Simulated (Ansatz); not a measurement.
An Ansatz (a program for electronic structure) run. Input:

Ansatz 0.2 input:
```yaml
crystal:
  lattice:
    - [-2.3164652794, 2.3164652794, 2.3164652794]
    - [2.3164652794, -2.3164652794, 2.3164652794]
    - [2.3164652794, 2.3164652794, -2.3164652794]
  atoms:
    - { symbol: B, position: [0.0, 0.25, 0.5] }
    - { symbol: B, position: [0.25, 0.5, 0.0] }
    - { symbol: B, position: [0.5, 0.0, 0.25] }
    - { symbol: B, position: [0.25, 0.25, 0.25] }
kpoints:
  mp_grid: { grid: [9, 9, 9] }
hamiltonian:
  xc: pbesol
  pseudopotentials: { kind: paw }
scf:
  occupations: { method: fixed }
phonons:
  method: dfpt
  response_accuracy: low
  qmesh: [3, 3, 3]
  interpolated_qmesh: [16, 16, 16]
  dielectric: true
  rigid_motions: translations
  temperatures: { t_max: 1000, t_step: 50 }
  qpath:
    path:
      - [[0.0, 0.0, 0.0], [0.5, -0.5, 0.5], [0.0, 0.0, 0.5], [0.0, 0.0, 0.0], [0.25, 0.25, 0.25], [0.5, -0.5, 0.5]]  # Γ-H-N-Γ-P-H
      - [[0.25, 0.25, 0.25], [0.0, 0.0, 0.5]]  # P-N
    npoints: 13
```

Output (shortened):

```
WARN phonons: the dynamical matrix that this run interpolates holds no multipole term above the dipole-dipole one, and a site of this crystal is no centre of …
Pseudopotential: B, paw, valence charge 3
Functional definition: PBEsol
Crystal: 4 atoms, lattice volume = 49.721 Å³
Basis set: ecut = 420 eV, 959 PW (Γ), exchange–correlation on 60×60×60 points (8 copies of the dense FFT grid, shifted against one another)
Bands: 10, of which v1, the nominal top of the filled ones, is band 6 counted from 1 (5 counted from 0)
Symmetry: 24 space group operations
k-points: 365 of 729 (irreducible under 1 space group operation, time reversal used)
SCF iter   1: F=—  HF=-607.473009 eV  |F-HF|=—  |Δ(HF+E_count)|=         —  Δρ=3.28e-3  dr2=5.93e-3  ethr=1.77e-3  ⟨swp⟩=5.2  Hψ=20779  notcnv=0  defer=411
preconditioner: auto → none
SCF iter   2: F=—  HF=-607.474048 eV  |F-HF|=—  |Δ(HF+E_count)|=   1.04e-3  Δρ=1.32e-3  dr2=6.43e-4  ethr=4.94e-5  ⟨swp⟩=3.0  Hψ=9471  notcnv=0  defer=729
SCF iter   3: F=—  HF=-607.475073 eV  |F-HF|=—  |Δ(HF+E_count)|=   1.03e-3  Δρ=3.48e-4  dr2=3.39e-5  ethr=5.36e-6  ⟨swp⟩=2.1  Hψ=6555  notcnv=0  defer=729
SCF iter   4: F=—  HF=-607.475191 eV  |F-HF|=—  |Δ(HF+E_count)|=   1.17e-4  Δρ=1.37e-5  dr2=6.61e-8  ethr=2.82e-7  ⟨swp⟩=2.0  Hψ=6530  notcnv=0  defer=729
SCF iter   5: F=—  HF=-607.475191 eV  |F-HF|=—  |Δ(HF+E_count)|=   4.47e-7  Δρ=2.18e-6  dr2=1.30e-9  ethr=5.51e-10  ⟨swp⟩=2.0  Hψ=5840  notcnv=0  defer=324
SCF iter   6: F=-607.475191 eV  HF=-607.475191 eV  |F-HF|=9.32e-12  |Δ(HF+E_count)|=   2.37e-9  Δρ=1.56e-7  dr2=3.99e-12  ethr=1.00e-12  ⟨swp⟩=9.3  Hψ=24259  notcnv=0
SCF 1 converged in 6 iterations: F = -607.475191 eV  dr2 = 3.99e-12
NSCF: frozen V_eff on 8 k-points
DFPT response loops at Γ: preconditioner auto → none (the input reference at scf.mixing.eps_inf says where Resta's filter doesn't serve); β = 0.50 …
── the response to a field inside a basis, on 10×10×10 k-points: an SCF that follows is theirs, and a resumed run solves both again ──
Crystal: 4 atoms, lattice volume = 49.721 Å³
Bands: 7, of which v1, the nominal top of the filled ones, is band 6 counted from 1 (5 counted from 0)
k-points: 44 of 1000 (time reversal used)
SCF iter   1: F=—  HF=-607.475942 eV  |F-HF|=—  |Δ(HF+E_count)|=         —  Δρ=9.41e-5  dr2=6.50e-7  ethr=1.00e-1
preconditioner: auto → none
SCF iter   2: F=—  HF=-607.475943 eV  |F-HF|=—  |Δ(HF+E_count)|=   1.40e-6  Δρ=4.73e-5  dr2=1.58e-7  ethr=5.42e-9
SCF iter   3: F=-607.475944 eV  HF=-607.475944 eV  |F-HF|=3.59e-10  |Δ(HF+E_count)|=   4.89e-7  Δρ=2.01e-6  dr2=7.39e-10  ethr=1.32e-9
SCF 1 converged in 3 iterations: F = -607.475944 eV  dr2 = 7.39e-10
DFPT response loops at Γ: mixed as the last ones told, above
NSCF: frozen V_eff on 35 k-points
NSCF: frozen V_eff on 1458 k-points
DFPT response loops at q = (0, 0, 0.3333333333333333) (fractional): preconditioner auto → Resta (q_TF=auto, 2.153 Å⁻¹)  ε∞=6.2 (no band partly filled) …
NSCF: frozen V_eff on 1458 k-points
DFPT response loops at q = (0, 0.3333333333333333, 0.3333333333333333) (fractional): mixed as the last ones told, above
NSCF: frozen V_eff on 1458 k-points
DFPT response loops at q = (0.3333333333333333, 0.3333333333333333, -0.33333333333333337) (fractional) …
WARN: on the 16×16×16 q-mesh 3 entries of the irreducible table, 1.025e-2 modes per cell, the lowest at -26.79 cm⁻¹, stand at or below zero and are read as no …
SCF converged after 6 iterations
Free energy (F): -607.475191 eV
Harris-Foulkes:  -607.475191 eV  (|F-HF|=9.32e-12)
Internal energy: -607.475191 eV  (E = F + TS)
E sigma→0 (E₀):  -607.475191 eV
Fermi energy:    2.419880 eV
--- Per-component energies (eV) ---
  E_band       = -21.870305
  E_kinetic    = 183.954115
  E_local      = -230.224743  (includes V_loc(G=0)·N_el)
  E_nonlocal   = 51.501500
  E_hartree    = 64.787444
  E_xc         = -122.808324
  E_vxc        = -145.494413  (∫ρ·V_xc dr)
  E_paw        = -302.259143  (= ΣΔE_a)
  E_vpaw       = -11.181654  (= ΣTr[D̂ρ^β])
  E_aug_tail   = -0.000010  (compensation charges beyond the density's cutoff)
  E_ewald      = -252.484873
  E_core_change = 0.058844  (= ΣΔE_core)
  E_smearing   =  0.000000  (= −TS)
  E_closure    = 0.000000  (closes the sum)
  Σ components = -607.475191   (vs F -607.475191, Δ=0.00e0)
  [band-id]    e_kinetic+e_local+e_nonlocal+2·e_hartree+e_vxc+e_vpaw+e_augmentation_tail = -21.870318   (vs E_band -21.870305, Δ=-1.34e-5)
--- Band table (eV; the first three rows and the last of 365) ---
  k-point 0: bands = ["-8.1177", "-0.4946", "-0.4946", "-0.4946", "0.8539", "0.8539", "3.9617", "3.9617", "3.9617", "10.4633"]
  k-point 1: bands = ["-8.0031", "-1.5361", "-0.7003", "0.1088", "0.7866", "1.0485", "3.9990", "4.1693", "4.3079", "10.8144"]
  k-point 2: bands = ["-7.6670", "-2.7109", "-1.1122", "0.2640", "0.5969", "1.2814", "4.2935", "4.7079", "5.1846", "10.6815"]
  k-point 364: bands = ["-6.9386", "-4.0799", "-1.8059", "-0.7427", "1.3870", "1.7695", "4.5744", "5.7595", "6.5222", "9.3997"]
--- Phonons (Γ-DFPT): 1 representative perturbation + reference, on 365 of 729 k-points (Σ response iterations 3) ---
  ASR residual: 2.385e-5 → 0.000e0 eV/Å²; symmetrization residual: 6.119e-7 eV/Å²
  ASR residual per site (eV/Å²): 2.39e-5 2.39e-5 2.39e-5 2.39e-5
  Γ frequencies (cm⁻¹): 0.00 0.00 0.00 386.39 452.15 452.15 452.15 944.65 944.65 944.65 1067.61 1067.61
  ε∞ (high-frequency dielectric tensor):
        8.455338     0.000000     0.000000
        0.000000     8.455338     0.000000
        0.000000     0.000000     8.455338
  ε⁰ (static dielectric tensor: ions relaxed, cell fixed):
        8.498726     0.000000     0.000000
        0.000000     8.498726     0.000000
        0.000000     0.000000     8.498726
  ε⁰ − ε∞ (ionic part):
        0.043389     0.000000     0.000000
        0.000000     0.043389     0.000000
        0.000000     0.000000     0.043389
  softest optical mode at Γ: 386.39 cm⁻¹; the repairs (sum rule, projections) moved no ω² at Γ by more than (1.17 cm⁻¹)²
  Born effective charges Z* (e; rows j = field, columns β = displacement):
    site 0:
         0.00000   -0.11005    0.11005
        -0.11005    0.00000   -0.11005
         0.11005   -0.11005    0.00000
    site 1:
         0.00000   -0.11005   -0.11005
        -0.11005    0.00000    0.11005
        -0.11005    0.11005    0.00000
    site 2:
         0.00000    0.11005   -0.11005
         0.11005    0.00000   -0.11005
        -0.11005   -0.11005    0.00000
    site 3:
         0.00000    0.11005    0.11005
         0.11005    0.00000    0.11005
         0.11005    0.11005    0.00000
  Z* charge neutrality: 9.610e-4 e pre-enforcement
  solved inside a basis spanned on kpoints, on 10×10×10 k-points, its susceptibility summed on 14×14×14 …
  optical modes at Γ without the LO–TO term, one row a degenerate level:
      ω (cm⁻¹)  modes    IR ((D/Å)²/amu)
        386.39      1             0.0000
        452.15      3             0.6203
        944.65      3             0.0000
       1067.61      2             0.0000
  optical modes at Γ + LO–TO along q̂ = [1.0000, 0.0000, 0.0000]:
      ω (cm⁻¹)  modes    IR ((D/Å)²/amu)
        386.39      1             0.0000
        452.15      2             0.4136
        453.30      1             0.2068
        944.65      3             0.0000
       1067.61      2             0.0000
  optical modes at Γ + LO–TO along q̂ = [0.0000, 1.0000, 0.0000]:
      ω (cm⁻¹)  modes    IR ((D/Å)²/amu)
        386.39      1             0.0000
        452.15      2             0.4136
        453.30      1             0.2068
        944.65      3             0.0000
       1067.61      2             0.0000
  optical modes at Γ + LO–TO along q̂ = [0.0000, 0.0000, 1.0000]:
      ω (cm⁻¹)  modes    IR ((D/Å)²/amu)
        386.39      1             0.0000
        452.15      2             0.4136
        453.30      1             0.2068
        944.65      3             0.0000
       1067.61      2             0.0000
  non-analytic LO–TO correction: the dipole-dipole term of the run's Born effective charges and high-frequency dielectric tensor (where they are solved with …
--- Phonons (arbitrary-q DFPT): 4 irreducible q on the 3×3×3 mesh ---
  q = [0.0000, 0.0000, 0.0000] (star 1, of the zone-centre solve; hermiticity 5.80e-8, symmetrization 2.63e-8):  0.00  0.00 0.00 386.39 452.15 452.15 452.15 944.65 944.65 944.65 1067.61 1067.61
  q = [0.0000, 0.0000, 0.3333] (star 12, 6 solved perturbations in 3330 linear systems a pass and spin channel, the states on 729 of 729 k-point pairs; hermiticity 1.61e-7, symmetrization 3.08e-8): 97.09 115.93 305.51 354.56 409.46 479.84 480.78 766.55 920.71 …
  q = [0.0000, 0.3333, 0.3333] (star 8, 3 solved perturbations in 1539 linear systems a pass and spin channel, the states on 729 of 729 k-point pairs; hermiticity 1.08e-7, symmetrization 2.69e-12): 139.34 243.41 296.49 405.91 410.87 422.17 538.99 666.07 …
  q = [0.3333, 0.3333, -0.3333] (star 6, 2 solved perturbations in 1134 linear systems a pass and spin channel, the states on 729 of 729 k-point pairs; hermiticity 1.71e-7, symmetrization 2.09e-12): 74.67 139.42 265.03 414.96 418.90 476.82 519.88 706.59 …
  sum rule: each row above includes the acoustic sum rule's correction from the zone centre's row sums; it moved no ω² by more than (1.09 cm⁻¹)²
  mesh force constants: q→R imaginary residual 1.71e-16; ASR residual 2.385e-5 → 0.000e0 eV/Å²; symmetrization residual 1.332e-14 eV/Å²
  interpolated dispersion: 81 rows × 12 modes
  density of states and harmonic sums: on the 16×16×16 q-mesh, interpolated from the force constants of a 3×3×3 supercell (with the dipole–dipole term)
  largest difference from the sums on the solved wave vectors: F 1.54e-2 eV, S 2.40e-5 and C_V 8.63e-6 eV/K
  zero-point energy: 0.440051 eV/cell   skipped modes (ω ≤ 0): 6, of them read as no rigid motion or as one in doubt …
```

Cost: roughly 6 core-minutes on shared cores.

Space group I4_132. The start of the workflow was typed in or built on a structure type; neither database checked (COD, Materials Project) lists it. It is not the phase usual at ambient conditions (space group No. 166). The PBEsol relaxation kept the symmetry of its start.

Potentials: the later of the program's two PAW sets.

Ansatz is a plane-wave DFT program.
